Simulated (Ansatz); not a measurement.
This cell of InAs (zinc blende) is off equilibrium:

```yaml
crystal:
  lattice:
    - [0.00000, 6.18632, 6.18632]
    - [3.09316, 0.00000, 3.09316]
    - [3.09316, 3.09316, 0.00000]
  atoms:
    - { symbol: As, position: [0.37500, 0.75000, 0.75000] }
    - { symbol: As, position: [0.87500, 0.75000, 0.75000] }
    - { symbol: In, position: [0.00000, 0.00000, 0.00000] }
    - { symbol: In, position: [0.51805, 0.03610, 0.11706] }
```

Calculation: PBE (plane waves to 420 eV, PAW, scalar-relativistic; Ansatz, a quantum-chemistry and plane-wave program). k mesh 4×8×8 (Γ-centred), Fermi-Dirac smearing 0.05 eV. E stands for the smeared free energy. Compression counts positive. With partly filled bands, energies and forces of such displacements shift with the k mesh and the smearing. At this level the bands of InAs touch or barely overlap; measurements give the solid a gap. InAs was relaxed with its symmetry unable to fall.

Problem. What forces act on the atoms (eV/Å, Cartesian)?

Solution. 
```tsv
atom	Fx	Fy	Fz
As1	1.988	1.810	-1.822
As2	0.053	0.145	0.077
In3	-0.150	0.057	0.156
In4	-1.890	-2.012	1.589
```

Problem. What is the stress tensor (GPa)?

Solution. 
```
    1.2      1.2     -3.3
    1.2      1.7     -2.8
   -3.3     -2.8      5.0
```
The pressure, a third of the trace, is 2.6 GPa.

Problem. In it atom 4 sits (0.474, 0.474, 0.223) Å away from its relaxed site. What is its energy relative to the relaxed cell?

Solution. 981 meV/cell.

(For displaced atoms, the force is minus the slope of the energy, and its curvature is a force constant, which sets phonon frequencies.)
